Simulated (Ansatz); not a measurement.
LiC6 in space group P6/mmm (No. 191; Li on 1a, C on 6k) at seven volumes, the program Ansatz at the r²SCAN level (PAW), shape and atoms relaxed at each. One row is withheld.

```json
[
 {"V (Å³/atom)": "7.673", "P (GPa)": "8.10"},
 {"V (Å³/atom)": "7.926", "P (GPa)": "4.95"},
 {"V (Å³/atom)": "8.179", "P (GPa)": "?"},
 {"V (Å³/atom)": "8.432", "P (GPa)": "-0.02"},
 {"V (Å³/atom)": "8.685", "P (GPa)": "-1.91"},
 {"V (Å³/atom)": "8.938", "P (GPa)": "-3.43"},
 {"V (Å³/atom)": "9.191", "P (GPa)": "-4.67"}
]
```

Fit the shown pressures and predict the withheld one.

P = (3/2)B₀(x^(7/2) − x^(5/2))[1 + (3/4)(B′ − 4)(x − 1)] with x = (V₀/V)^(2/3). Least squares on the six rows gives V₀ = 8.430 Å³/atom, B₀ = 67.8 GPa, B′ = 5.15. At V = 8.179, x = 1.0204 and P = 2.22 GPa. The run itself gave 2.24 GPa.

The workflow started from a Materials Project entry (that database holds measured and hypothetical structures alike); the Crystallography Open Database copy checked does not list it. Its standing as an ambient phase is unchecked. The r²SCAN relaxation kept the symmetry of its start; of distortions, only those at the zone centre were tested.

Potentials: the later of the program's two PAW sets.
